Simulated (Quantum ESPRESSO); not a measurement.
## MgAlZnO3F (convergence and cost over cutoff and k mesh)

Computed values, not a measurement. The program is pw.x of Quantum ESPRESSO 7.5 (plane-wave density functional theory). The cell is made up: 7 atoms on a zincblende/diamond lattice with one site empty, with randomly drawn elements, strain and displacements, not relaxed. PseudoDojo standard norm-conserving files (v0.5 for PBE, v0.4.1 for LDA and PBEsol) set the functional; there is no spin polarisation, spin-orbit coupling or dispersion term, and the masses in the input are unused placeholders.

Input of the run in row 4:

```
&control calculation='scf', pseudo_dir='./dojo.nc.sr.pbe.v0_5.standard.upf', outdir='./o', disk_io='medium', tprnfor=.true., tstress=.true. /
&system ibrav=0, nat=7, ntyp=5, nbnd=35, ecutwfc=84.00895049, nosym=.true., tot_charge=0,
 occupations='smearing', smearing='fd', degauss=0.0018374661
/
&electrons conv_thr=7.350e-09, electron_maxstep=60, /
ATOMIC_SPECIES
Al 1.0 Al.upf
F 1.0 F.upf
Mg 1.0 Mg.upf
O 1.0 O.upf
Zn 1.0 Zn.upf
CELL_PARAMETERS angstrom
4.6027 -0.0236 -0.0047
-0.0236 4.6393 -0.0464
-0.0047 -0.0464 4.6696
ATOMIC_POSITIONS angstrom
Mg 0.046 -0.0061 0.0269
Al -0.0769 2.3716 2.3759
Zn 2.2253 2.3321 -0.0018
O 1.1293 1.2168 1.1078
O 1.2078 3.4472 3.4541
O 3.448 1.0942 3.498
F 3.4126 3.4708 1.1471
K_POINTS automatic
4 4 4 1 1 1
```

The same cell was run at these settings. Meshes are shifted by half a step, and differences are from the last row, which is itself not exact.

| cutoff (eV) | k mesh | k points solved | threshold (eV) | free energy less the last row's (eV) | pressure (GPa) | largest stress difference (GPa) | largest force difference (eV/Å) | iterations | wall time (s) | k-point pools | processor |
| --- | --- | --- | --- | --- | --- | --- | --- | --- | --- | --- | --- |
| 800 | 2 x 2 x 2 | 4 | 1e-04 | 2.636 | -47.78 | 36.07 | 0.059 | 9 | 31 | 1 | AMD EPYC, Zen 5 class |
| 1143 | 1 x 1 x 1 | 1 | 1e-07 | 0.795 | -11.08 | 1.63 | 0.374 | 11 | 27 | 1 | AMD EPYC, Zen 5 class |
| 651 | 4 x 4 x 4 | 32 | 1e-07 | 21.355 | -194.97 | 183.06 | 0.176 | 11 | 90 | 1 | AMD EPYC, Zen 5 class |
| 1143 | 4 x 4 x 4 | 32 | 1e-07 | 0.002 | -12.00 | 0.03 | 0.001 | 12 | 275 | 1 | AMD EPYC, Zen 5 class |
| 1437 | 6 x 6 x 6 | 108 | 1e-07 | 0.000 | -11.98 | 0.00 | 0.000 | 12 | 1130 | 1 | AMD EPYC, Zen 5 class |

Each pool is one process. Wall times include start-up and a band step at six k points, which weighs most on the coarsest meshes. The runs were on shared virtual cores whose load varied, so times are rough.